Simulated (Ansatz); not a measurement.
An Ansatz input:

```yaml
crystal:
  lattice:
    - [-1.9620289237, 1.9620289237, 1.9620289237]
    - [1.9620289237, -1.9620289237, 1.9620289237]
    - [1.9620289237, 1.9620289237, -1.9620289237]
  atoms:
    - { symbol: "Y", position: [0.0, 0.0, 0.0] }
hamiltonian:
  xc: pbesol
  pseudopotentials:
    kind: paw
    azcp:
      "Y": "pseudopotentials/Y.paw.azcp"
basis:
  ecutwfc: 420
  fft_grid_basis: typed
kpoints:
  mp_grid: { grid: [13, 13, 13], shift: [0, 0, 0] }
magnetization:
  spin_polarized: false
scf:
  occupations: { method: fermi_dirac, width: 0.1 }
  lower_state_search: "off"
output:
  stress: true
  write_density: true
  write_potential: true
  elf: true
  volumetric_format: npy
```

Terminal output

```
Warning: the record states the generating functional pbe (its physics header spells it `PBE`), which answers neither for hamiltonian.xc's functional nor for the pbesol family's — results may be inconsistent (PPs are generated against a specific XC)
Engine: ansatz 0.2.0, aarch64-unknown-linux-gnu
Pseudopotentials: kind: paw
Pseudopotential: Y, paw, valence charge 11, recommended cutoff 420 eV (normal) 
Functional definition: PBEsol
  exchange = pbesol_x
  correlation = pbesol_c
Crystal: 1 atoms, lattice volume = 30.212 Å³
Basis set: ecut = 420 eV, 603 PW (Γ)
Bands: 10, of which v1, the nominal top of the filled ones, is band 6 counted from 1 (5 counted from 0)
Symmetry: 48 space group operations
Space group: Im-3m (ITA 229), of the structure as read, at distance tolerance 3.1e-5 Å
k-points: 84 of 2197
Non-local potential: Y, projectors of the file, l = 0: 3, l = 1: 2, l = 2: 2, l = 3: 1
PAW form: soft (Blöchl's): semilocal exchange-correlation on the pseudo side does not see the compensation charge
PAW frozen core: Y, regenerated for the run's functional, and the local potential with it (the file was generated under x = pbe(κ = 0.804, μ = 0.2195149727645171), c = pbe(β = 0.06672455060314922))
PAW one-centre angular grid: Y, 590 points (default); XC on 64 Gauss nodes
Initial density: superposition of atomic densities (neutral atoms: chi_scale 0, normalization atom), corrected by the library's trained network
Initial wavefunctions: pseudopotential atomic-orbital guess
Functional: x = pbesol(κ = 0.804, μ = 0.12345679012345678), c = pbesol(β = 0.046)
SCF iter   1: F=—  HF=-3794.977318 eV  |F-HF|=—  |Δ(HF+E_count)|=         —  Δρ=1.98e-3  dr2=5.84e-4  ethr=1.77e-3  ⟨swp⟩=5.0  Hψ=4765  notcnv=0
SCF iter   2: F=—  HF=-3794.977377 eV  |F-HF|=—  |Δ(HF+E_count)|=   5.91e-5  Δρ=1.12e-3  dr2=2.08e-4  ethr=5.31e-6  ⟨swp⟩=2.3  Hψ=1884  notcnv=0
SCF iter   3: F=—  HF=-3794.977434 eV  |F-HF|=—  |Δ(HF+E_count)|=   5.66e-5  Δρ=1.80e-4  dr2=8.20e-6  ethr=1.89e-6  ⟨swp⟩=1.0  Hψ=840  notcnv=0
SCF iter   4: F=—  HF=-3794.977435 eV  |F-HF|=—  |Δ(HF+E_count)|=   1.28e-6  Δρ=4.79e-5  dr2=4.15e-7  ethr=7.45e-8  ⟨swp⟩=1.0  Hψ=840  notcnv=0
iter 5 did not close the SCF: its close was put off for the readings that it lacked (scf_convergence_deferred on its scf_iter line)
SCF iter   5: F=-3794.977435 eV  HF=-3794.977435 eV  |F-HF|=1.27e-8  |Δ(HF+E_count)|=   3.58e-8  Δρ=6.61e-6  dr2=1.78e-8  ethr=3.77e-9  ⟨swp⟩=2.1  Hψ=1099  notcnv=0
SCF iter   6: F=-3794.977435 eV  HF=-3794.977435 eV  |F-HF|=3.45e-10  |Δ(HF+E_count)|=   6.78e-9  Δρ=1.49e-6  dr2=5.61e-10  ethr=1.62e-10  ⟨swp⟩=5.0  Hψ=4158  notcnv=0
SCF 1 converged in 6 iterations: F = -3794.977435 eV  dr2 = 5.61e-10
SCF converged after 6 iterations
Free energy (F): -3794.977435 eV
Harris-Foulkes:  -3794.977435 eV  (|F-HF|=3.45e-10)
Internal energy: -3794.901614 eV  (E = F + TS)
E sigma→0 (E₀):  -3794.939525 eV
Entropy (-TS):   -0.075821 eV (-75.821 meV/atom)
Fermi energy:    10.319807 eV
--- Per-component energies (eV) ---
  E_band       = -110.310755
  E_kinetic    = 305.939192
  E_local      = -584.192622  (includes V_loc(G=0)·N_el)
  E_nonlocal   = 51.972887
  E_hartree    = 184.530891
  E_xc         = -171.814967
  E_vxc        = -198.310433  (∫ρ·V_xc dr)
  E_paw        = -2773.540972  (= ΣΔE_a)
  E_vpaw       = -54.781019  (= ΣTr[D̂ρ^β])
  E_aug_tail   = 0.000002  (compensation charges beyond the density's cutoff)
  E_ewald      = -807.944798
  E_core_change = 0.148773  (= ΣΔE_core)
  E_smearing   = -0.075821  (= −TS)
  E_closure    = 0.000000  (closes the sum)
  Σ components = -3794.977435   (vs F -3794.977435, Δ=0.00e0)
--- Stress (GPa, compression-positive) ---
        1.746304       0.000000      -0.000000
        0.000000       1.746304      -0.000000
       -0.000000      -0.000000       1.746304
  P = ⅓ Tr σ = 1.7463 GPa (17.463 kbar)
--- Band table (eV; the first three rows and the last of 84) ---
  k-point 0: bands = ["-32.1897", "-11.8492", "-11.8492", "-11.8492", "5.4171", "12.0664", "12.0664", "12.0664", "14.1929", "14.1929"]
  k-point 1: bands = ["-32.1841", "-11.8941", "-11.8629", "-11.8495", "5.5856", "11.9396", "12.0075", "12.2318", "13.9957", "14.1875"]
  k-point 2: bands = ["-32.1686", "-12.0165", "-11.9005", "-11.8504", "6.0627", "11.6190", "11.7462", "12.7194", "13.7365", "14.1949"]
  k-point 83: bands = ["-32.0228", "-12.3536", "-12.3453", "-12.3453", "8.6999", "8.7056", "15.2682", "15.2682", "16.0183", "16.0483"]
```
